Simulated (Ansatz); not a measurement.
Start of a relaxation of Si₂Ge₃:

```xyz
10
Lattice="2.9220 0.0000 0.0000 -1.4610 2.5306 0.0000 0.0000 0.0000 23.8681" Properties=species:S:1:pos:R:3 pbc="T T T"
Si    0.0000    1.6870   16.7077
Si    0.0000    1.6870    7.1604
Si    1.4610    0.8435    9.5472
Si    1.4610    0.8435   14.3209
Ge    0.0000    1.6870   21.4813
Ge    0.0000    1.6870    2.3868
Ge    0.0000    1.6870   11.9341
Ge    1.4610    0.8435   19.0945
Ge    1.4610    0.8435    0.0000
Ge    1.4610    0.8435    4.7736
```

All numbers below come from DFT PBE, scalar-relativistic, plane waves, PAW in Ansatz. Cutoff 420 eV, Gaussian smearing, Γ-centred meshes. Cell and atoms relax first on a coarse mesh and then on a finer one. In between, the cell is made exact in the group found at 0.06 Å. In metals the finer mesh still leaves noise of several meV/atom or more. The steps can't lower the symmetry of their start. No spin polarisation.

A guess keeps its type if space group and coordination stay and the shape of the cell changes little (axis ratios within about 15 %, angles within 6°); the volume may change.

Q: Will the relaxed cell still be of the starting type?

A: It keeps its type. The symmetry stays P-6m2 (No. 187). The volume per atom shrinks by 0.6 %, from 17.6 to 17.6 Å³. The shortest distance goes from 2.92 Å (Si–Ge, Ge–Ge and Si–Si) to 2.65 Å (Si–Si). The ratio c/a of the conventional cell changes by a factor of 1.02. Counting neighbours within 15 % of an atom's shortest distance, the start has Ge 12, Si 12 and the end Ge 12, Si 12.

The zero of energy is the elements' standard structures at the same level; no fitted shifts are applied.

Q: At what energy does it end?

A: +0.44 eV/atom. It can't be a ground state, since the elements alone are lower.

The last run used a 12×12×2 mesh (in the run's order of axes) for its 10-atom cell and Gaussian smearing of 0.10 eV. Symmetry constrained the relaxation, so the result can be a saddle point. Another cell of Si2Ge3 relaxed alike, in P6/mmm, lies 127 meV/atom lower, so this cell isn't the stable form at this level.
